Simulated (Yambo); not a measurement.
Rb2NaScF6 (space group Fm-3m, No. 225), G0W0@LDA in Yambo with this input:

```
rim_cut
gw0
dyson
el_el_corr
HF_and_locXC
ppa
em1d
RandQpts= 1000000
RandGvec= 1 Ry
EXXRLvcs= 88 Ry
VXCRLvcs= 352 Ry
Chimod= "HARTREE"
% BndsRnXp
 3 | 317 |
%
NGsBlkXp= 8 Ry
% LongDrXp
 1.0 | 1.0 | 1.0 |
%
PPAPntXp= 27.2114 eV
% GbndRnge
 1 | 317 |
%
GTermKind= "BG"
DysSolver= "n"
ExtendOut
```

On a 2×2×2 mesh, with wavefunctions cut at 88 Ry, the gap (Γ → Γ) is 10.450 eV and the valence edge shifts by -2.306 eV.

**Question.** What happens with this change: exchange cut at 20 Ry?

**Answer.** The gap falls by 0.637 eV, to 9.813 eV; the shift of the valence edge becomes -1.573 eV. Neither run is shown to be the converged limit.

Geometry of the Materials Project entry, not relaxed at this level; primitive cell a = b = c = 6.187 Å, α = β = γ = 60.00°.

The structure is a Materials Project entry; no match was found in the copy of COD used, and its stability was not checked.

A shift is the quasiparticle energy of the state minus its LDA energy.
